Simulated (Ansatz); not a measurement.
Equation of state of PIr₂

```cif
data_structure
_symmetry_space_group_name_H-M 'Fm-3m'
_symmetry_Int_Tables_number 225
_cell_length_a 5.5350
_cell_length_b 5.5350
_cell_length_c 5.5350
_cell_angle_alpha 90.000
_cell_angle_beta 90.000
_cell_angle_gamma 90.000
_cell_volume 169.57
loop_
_atom_site_label
_atom_site_type_symbol
_atom_site_symmetry_multiplicity
_atom_site_Wyckoff_symbol
_atom_site_fract_x
_atom_site_fract_y
_atom_site_fract_z
_atom_site_occupancy
P1 P 4 a 0.00000 0.00000 0.00000 1
Ir1 Ir 8 c 0.25000 0.75000 0.75000 1
```

The runs use the primitive cell with vectors (0.000, 2.768, 2.768), (2.768, 0.000, 2.768), (2.768, 2.768, 0.000) Å, to which the k mesh refers.

The cell comes from COD entry 1011371, which wasn't checked; take it as a given geometry.

Spin polarisation is left out, and whether a magnetic state lies lower isn't shown here.

No spin–orbit coupling, which matters for the heavy atoms here.

Levels of theory: DFT, LDA, all-electron LAPW, scalar-relativistic (Ansatz 0.2.0); DFT, LDA, PAW with Ansatz's default frozen-core files, scalar-relativistic (Ansatz 0.2.0).

For LAPW: a Γ-centred 11×11×11 k mesh, Fermi–Dirac smearing of 0.05 eV, basis error target 1 meV/atom, no spin polarisation. PAW takes a cutoff of 420 eV at this cell (files made with PBE, cores remade for this functional). The Ansatz runs share mesh, smearing and spin set-up. Plane-wave (PAW) pressures include the program's estimate of the Pulay term.

The cell above is scaled evenly, with fractional coordinates and shape held.

```
V/V(cell)  V (Å³/atom)  P, LAPW (GPa)  P, PAW (GPa)  free energy over the lowest listed, PAW (meV/atom)
   0.9400       13.283          16.37         16.31                                                30.1
   0.9800       13.848           1.44          1.37                                                 0.0
   1.0000       14.131          -4.79         -4.86                                                 3.2
   1.0100       14.272          -7.64         -7.70                                                 8.7
   1.0400       14.696         -15.22        -15.28                                                39.5
```

Q: What do Birch–Murnaghan fits to the pressures give?

A: LAPW: V0 = 13.91 Å³/atom, B0 = 317 GPa, B0′ = 4.9; PAW: V0 = 13.91 Å³/atom, B0 = 317 GPa, B0′ = 4.9.

PAW's V0 lies -0.02 % from the all-electron value and its B0 0.1 %. Symmetry fixes shape and coordinates here, so this is the relaxed modulus.
